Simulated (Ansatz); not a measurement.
# Response of NbRu3 to small distortions

```yaml
crystal:
  lattice:
    - [3.88000, 0.00000, 0.00000]
    - [0.00000, 3.88000, 0.00000]
    - [0.00000, 0.00000, 3.88000]
  atoms:
    - { symbol: Nb, position: [0.00000, 0.00000, 0.00000] }
    - { symbol: Ru, position: [0.00000, 0.50000, 0.50000] }
    - { symbol: Ru, position: [0.50000, 0.00000, 0.50000] }
    - { symbol: Ru, position: [0.50000, 0.50000, 0.00000] }
```

Atom numbers follow the list: Nb1, Ru2, Ru3, Ru4.

The cell comes from COD entry 2310239, which wasn't checked; take it as a given geometry.

Spin polarisation is left out, and whether a magnetic state lies lower isn't shown here.

The calculation used DFT, LDA, all-electron LAPW, scalar-relativistic in Ansatz 0.2.0.

Sampling and basis: a Γ-centred 9×9×9 k mesh, Fermi–Dirac smearing of 0.05 eV, basis error target 1 meV/atom, no spin polarisation.

The unchanged cell is at -11.39 GPa.

In a metal, stresses and small energies carry noise from the k mesh.

x, y and z are the Cartesian axes of the cell as listed; fractional coordinates follow a strain, and an engineering shear is twice the off-diagonal strain component.

Q: With this change (equal xy, yz and zx engineering shear strains of -2 %), what becomes of the energy and stress?

A: Energy change +8 meV/atom; stress change (xx, yy, zz, yz, xz, xy) 0.33, 0.33, 0.33, 3.19, 3.19, 3.19 GPa, compression positive.

Q: With this change (equal xy, yz and zx engineering shear strains of -1 %), what becomes of the energy and stress?

A: Energy change +2 meV/atom; stress change (xx, yy, zz, yz, xz, xy) 0.08, 0.08, 0.08, 1.56, 1.56, 1.56 GPa, compression positive.

Q: With this change (equal xy, yz and zx engineering shear strains of +1 %), what becomes of the energy and stress?

A: Energy change +2 meV/atom; stress change (xx, yy, zz, yz, xz, xy) 0.08, 0.08, 0.08, -1.58, -1.58, -1.58 GPa, compression positive.

Q: With this change (equal xy, yz and zx engineering shear strains of +2 %), what becomes of the energy and stress?

A: Energy change +8 meV/atom; stress change (xx, yy, zz, yz, xz, xy) 0.32, 0.32, 0.32, -3.23, -3.23, -3.23 GPa, compression positive.
